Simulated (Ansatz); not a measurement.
A geometry of Bi$_{2}$Se$_{3}$ away from equilibrium: the start of the relaxation of a relaxed Bi2Se3 cell displaced along its unstable phonon at q = Γ (52i cm⁻¹), largest move 0.15 Å. Calculation: PBE (plane waves to 420 eV, PAW, scalar-relativistic; Ansatz, a first-principles code). Γ-centred k-mesh 4×4×4 on the run's cell (coarser than for final values), Fermi–Dirac smearing 0.05 eV.

```xyz
5
Lattice="3.7093 2.1415 3.6000 -3.7093 2.1415 3.6000 0.0000 -4.2831 3.6000" Properties=species:S:1:pos:R:3:forces:R:3 pbc="T T T" free_energy=-41206.928 pressure_GPa=0.5
Se    -2.1626     0.1246     5.4834   -0.0341    0.0616    0.0137
Se     0.9734    -1.9352     5.4834   -0.0363   -0.0603    0.0137
Se     1.1892     1.8105     5.4834    0.0703   -0.0013    0.0137
Bi     0.0000     0.0000     3.4810    0.0000    0.0000   -0.1609
Bi     0.0000     0.0000     7.2241    0.0000    0.0000    0.1198
```

Positions in Å, forces in eV/Å, free energy of the cell in eV (comparable only within this code, potentials and settings). Largest force: 0.16 eV/Å, on Bi4 (atoms numbered as listed); the geometry lies 0.02 eV/atom above the end of its relaxation.

No spin polarisation in the result.

The run could not lose the symmetry of its start, so the end can be a saddle point.

The end of the path is a generated cell of Bi2Se3: the first start was made by placing the elements on the sites of a structure type, and the end was not matched to a known phase here, so it may be hypothetical. Known forms of Bi2Se3 include space group No. 166.
